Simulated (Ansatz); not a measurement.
YTl:
```
YTl
1.0
    3.77734     0.00000     0.00000
    0.00000     3.77734     0.00000
    0.00000     0.00000     3.77734
Y Tl
1 1
Direct
  0.50000   0.50000   0.50000
  0.00000   0.00000   0.00000
```

Relaxed with r²SCAN. Special points in fractions of this cell's reciprocal vectors: Γ (0.000, 0.000, 0.000); X (0.000, 0.500, 0.000); M (0.500, 0.500, 0.000); R (0.500, 0.500, 0.500).

Problem. List the band energies nearest the Fermi level at these points for the program Ansatz at the r²SCAN level (PAW).

Solution. In eV from the Fermi level; about four levels below and three above (degenerate sets whole), none deeper than 8.9 eV; points with the same levels are listed once.

```json
[
 {"k": "Γ", "below": "-0.13 -0.13", "above": "3.04 3.04 3.04"},
 {"k": "X", "below": "-7.36 -4.39", "above": "0.05 0.63 0.63"},
 {"k": "M", "below": "-6.73 -1.77 -1.77 -0.06", "above": "2.47 2.47 4.28"},
 {"k": "R", "below": "-4.60 -2.71 -2.71 -2.71", "above": "4.29 4.29 4.29"}
]
```

Space group Pm-3m (CsCl type). The workflow started from a Materials Project entry (that database holds measured and hypothetical structures alike); the Crystallography Open Database files this formula in space group No. 221, but the cells were not matched. Its standing as an ambient phase is unchecked. The r²SCAN relaxation kept the symmetry of its start; whether a distortion lowers the energy is not shown. No spin polarisation was allowed. Scalar-relativistic: spin–orbit coupling is off unless named, which matters more the heavier the elements.

Potentials: the later of the program's two PAW sets.
